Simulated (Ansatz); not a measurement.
**TePd: do energies and stresses tell the same story?**

Computed with Ansatz 0.2.0, DFT PBEsol, scalar-relativistic, plane waves, PAW.

Cutoff 420 eV; k points 12×12×8 on the computed 4-atom cell (Γ-centred); Gaussian smearing, width 0.10 eV; no spin polarisation.

Relaxed cell: P6_3/mmc, a = 4.157 Å, b = 4.157 Å, c = 5.618 Å, α = 90.00°, β = 90.00°, γ = 120.00°, 4 atoms in the primitive cell. Whether it is the stable form of this composition wasn't checked.

Energies at zero smearing and pressures from the stress tensor, at volumes with shape and atoms relaxed:
```csv
V (Å³/atom),E − E(first) (meV/atom),P (GPa)
18.496,0.00,20.59
19.127,-67.56,13.96
19.757,-111.31,8.45
20.388,-135.22,3.85
21.018,-142.61,0.02
21.649,-136.23,-3.17
22.280,-118.38,-5.82
23.120,-80.07,-8.66
```

Check P = −dE/dV between neighbouring volumes, and get the bulk modulus from the pressures alone.

With 1 eV/Å³ = 160.2 GPa:
```json
{"middle V (Å³/atom)": "18.812", "−ΔE/ΔV (GPa)": "17.167", "mean P (GPa)": "17.275"}
{"middle V (Å³/atom)": "19.442", "−ΔE/ΔV (GPa)": "11.116", "mean P (GPa)": "11.205"}
{"middle V (Å³/atom)": "20.073", "−ΔE/ΔV (GPa)": "6.077", "mean P (GPa)": "6.149"}
{"middle V (Å³/atom)": "20.703", "−ΔE/ΔV (GPa)": "1.878", "mean P (GPa)": "1.936"}
{"middle V (Å³/atom)": "21.334", "−ΔE/ΔV (GPa)": "-1.623", "mean P (GPa)": "-1.575"}
{"middle V (Å³/atom)": "21.964", "−ΔE/ΔV (GPa)": "-4.534", "mean P (GPa)": "-4.494"}
{"middle V (Å³/atom)": "22.700", "−ΔE/ΔV (GPa)": "-7.301", "mean P (GPa)": "-7.240"}
```

The two differ by 0.11 GPa at most. The mean of two end pressures misses the average over a step by about ΔV² P″/12, up to 0.10 GPa here; with that taken off 0.01 GPa remains. Around V = 21.018 Å³/atom, the two neighbours give B = −V ΔP/ΔV = 21.018 × 7.02 / 1.261 = 117.0 GPa, against B0 = 116.1 GPa from the Birch–Murnaghan fit of the energies.